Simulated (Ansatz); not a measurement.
Values for one crystal, relaxed and computed with DFT-r²SCAN in the program Ansatz with PAW potentials; other levels are named.

| Quantity | Result |
|---|---|
| Volume per atom | 17.64 Å³ |
| Electronic character | metallic (no gap) |
| Density of states at the Fermi level | 0.51 states/eV per atom (mean over ±0.08 eV) |
| Formation energy from the elements (no fitted shifts) | -0.39 eV/atom |

### Question
Which of these materials gives this?
A) Y3SiS2, Immm (Y on 4j, Y on 2d, Si on 2a, S on 4i)
B) Ta5AuS, F-43m (Pearson symbol cF112)
C) TiTeS, P3m1 (Ti on 1b, Te on 1a, S on 1c)
D) YbS, rock salt

### Answer
B, Ta5AuS, F-43m (Pearson symbol cF112)

The workflow started from a Materials Project entry (that database holds measured and hypothetical structures alike); the Crystallography Open Database copy checked does not list it. Whether it is the stable phase at ambient conditions was not checked. Symmetry was held in the r²SCAN relaxation; whether a distortion lowers the energy is not shown. No spin polarisation was allowed. The references are the lowest solids computed at this level, not always the standard phases. Spin–orbit coupling is left out wherever it is not named.

Potentials: the later of the program's two PAW sets.
